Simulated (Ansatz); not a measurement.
AlV2C in space group P6_3/mmc (No. 194; Al on 2c, V on 4f, C on 2a) under volume change, PBEsol in the plane-wave PAW code Ansatz, shape and atoms relaxed at each volume.

| V (Å³/atom) | E − E(relaxed) (meV/atom) | P (GPa) |
|---|---|---|
| 10.630 | 64.9 | 21.46 |
| 10.980 | … | … |
| 11.331 | … | … |
| 11.681 | 0.0 | 0.01 |
| 12.031 | 5.7 | -5.12 |
| 12.382 | 21.9 | -9.49 |
| 12.732 | 46.8 | -13.18 |

Fill in the missing entries.


- 10.980, E − E(relaxed) (meV/atom): 27.2
- 10.980, P (GPa): 13.17
- 11.331, E − E(relaxed) (meV/atom): 6.4
- 11.331, P (GPa): 6.06

What does a third-order Birch–Murnaghan fit give for V₀, B₀ and B′?

V₀ = 11.68 Å³/atom, B₀ = 185 GPa, B′ = 4.4.

Symmetry was held in the PBEsol relaxation; of distortions, only those at the zone centre were tested. The run is not spin-polarised.

Potentials: the later of the program's two PAW sets.
